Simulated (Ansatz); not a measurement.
The elements of this relaxed trial crystal are hidden behind letters.

```
lattice vectors (Å)
   5.4875    0.0000    0.0000
  -2.7437    4.7523    0.0000
   0.0000    0.0000    2.7417
fractional positions
X 0.3333 0.6667 0.0000
X 0.6667 0.3333 0.0000
Z 0.0000 0.0000 0.0000
Q 0.5000 0.0000 0.5000
Q 0.0000 0.5000 0.5000
Q 0.5000 0.5000 0.5000
```

The calculation used Ansatz 0.2.0, DFT PBE, scalar-relativistic, plane waves, PAW. The final run on the 6-atom cell used 420 eV, a Γ-centred 12×12×12 mesh, 0.10 eV smearing and no spin polarisation.

```
Space group                                 : P6/mmm (No. 191)
Conventional cell                           : a = 5.487 Å, c = 2.742 Å
Volume per atom                             : 11.92 Å³
Density                                     : 5.84 g/cm³
Energy over the elements                    : −0.56 eV/atom
Gap on the 12×12×12 mesh of the 6-atom cell : 0 eV (a metal)
```

Energies are uncorrected and count from the elements' standard states at the same level.

Problem. X is a d-block element of period 4, Z is a p-block element of period 4 and Q is a p-block element of period 2. Which elements are they?

Solution. X = Zn, Z = Ge, Q = O, so the formula is Zn2GeO3. Density times volume gives a mean mass of 5.84 × 11.92/1.6605 = 41.9 u per atom, and this set has 41.9 u. Zn is surrounded by 6 O at 2.09 Å; Ge is surrounded by 2 Ge at 2.74 Å and 12 O at 3.07 Å; O is surrounded by 4 Zn at 2.09 Å, 6 O at 2.74 Å and 4 Ge at 3.07 Å. Other sets within the hints have nearly the same mass, so mass alone doesn't settle it; this one was computed.

Symmetry constrained the relaxation, so the result can be a saddle point. Another cell of Zn2GeO3 relaxed alike, in P-4m2, lies 0.33 eV/atom lower, so this cell isn't the stable form at this level.
